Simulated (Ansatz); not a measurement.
Here is the system:

C:
Space group P4₃2₁2 (No. 96); a = b = 3.796 Å, c = 4.672 Å, α = β = γ = 90.00°

```csv
atom,site,symmetry,x,y,z
C,4a,..2,0.4239,0.4239,0.0000
C,8b,1,0.3329,0.1212,0.2164
```

This is the r²SCAN-relaxed structure.

Question: All from r²SCAN (plane waves, PAW; program Ansatz), unless another level is named. Estimate the hole effective mass.

Answer: 0.42, 2.0, 2.7 mₑ (principal values).

Question: And the HSE06 gap on the r²SCAN cell?

Answer: 6.27 eV.

Question: What about the smallest direct gap on the standard path?

Answer: 5.91 eV.

Question: Predict the electron effective mass.

Answer: 0.40, 0.43, 0.43 mₑ (principal values).

Question: And the band gap?

Answer: 5.37 eV (indirect).

Question: Next, the valence-band maximum?

Answer: on the M–Γ line, 40 % of the way from M.

Space group P4_32_12. The start of the workflow was typed in or built on a structure type; neither database checked (COD, Materials Project) lists it. It is not the phase usual at ambient conditions (space group No. 194, 227). The cell was relaxed with r²SCAN under the symmetry of its start; its stability against distortions is not shown here.

Potentials: the earlier of the program's two PAW sets.
